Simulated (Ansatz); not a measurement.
**Guessed and relaxed cells of Al3Pd**

The cell of Al3Pd is invented: random cell by space group and Wyckoff sites (P-6m2, No. 187). Lengths were set from tabulated atomic sizes, so they are only a guess.

start.xyz

```xyz
4
Lattice="3.2921 0.0000 0.0000 -1.6460 2.8510 0.0000 0.0000 0.0000 7.8781" Properties=species:S:1:pos:R:3 pbc="T T T"
Al    1.6460    0.9503    0.0000
Al    1.6460    0.9503    5.3255
Al    1.6460    0.9503    2.5527
Pd    0.0000    0.0000    3.9391
```

Computed with DFT PBE, scalar-relativistic, plane waves, PAW (Ansatz). Cutoff 420 eV, Gaussian smearing, Γ-centred meshes. Cell and atoms relax first on a coarse mesh and then on a finer one. In between, the cell is made exact in the group found at 0.06 Å. In metals the finer mesh still leaves noise of several meV/atom or more. The steps can't lower the symmetry of their start. No spin polarisation in the relaxation; trial moments died out in a coarse test.

end.xyz

```xyz
4
Lattice="2.9238 0.0000 0.0000 -1.4619 2.5321 0.0000 0.0000 0.0000 9.2987" Properties=species:S:1:pos:R:3 pbc="T T T"
Al    1.4619    0.8440    0.0000
Al    1.4619    0.8440    6.6450
Al    1.4619    0.8440    2.6537
Pd    0.0000    0.0000    4.6494
```

The symmetry stays P-6m2 (No. 187). The volume per atom shrinks by 6.9 %, from 18.5 to 17.2 Å³. The shortest distance goes from 2.35 Å (Al–Pd) to 2.61 Å (Al–Pd). The ratio c/a of the conventional cell changes by a factor of 1.33. The energy falls by about 0.40 eV/atom (the start's value is from the coarse mesh).

```yaml
Volume_per_atom: 17.21 Å³
Density: 4.52 g/cm³
Energy_over_the_elements: −0.23 eV/atom
Gap_on_the_18×18×6_mesh_of_the_4-atom_cell: 0 eV (a metal)
```

Formation energies are uncorrected and refer to the elements' standard structures at the same level.

The last run used Gaussian smearing of 0.10 eV. A structure relaxed within its symmetry needn't be a true minimum. In all, the 3 runs took 2.5 min on 1 thread of Intel(R) Xeon(R) Platinum 8259CL CPU @ 2.50GHz (Skylake/Cascade Lake) (shared host). Another cell of Al3Pd relaxed alike, in R3m, lies 141 meV/atom lower, so this cell isn't the stable form at this level.
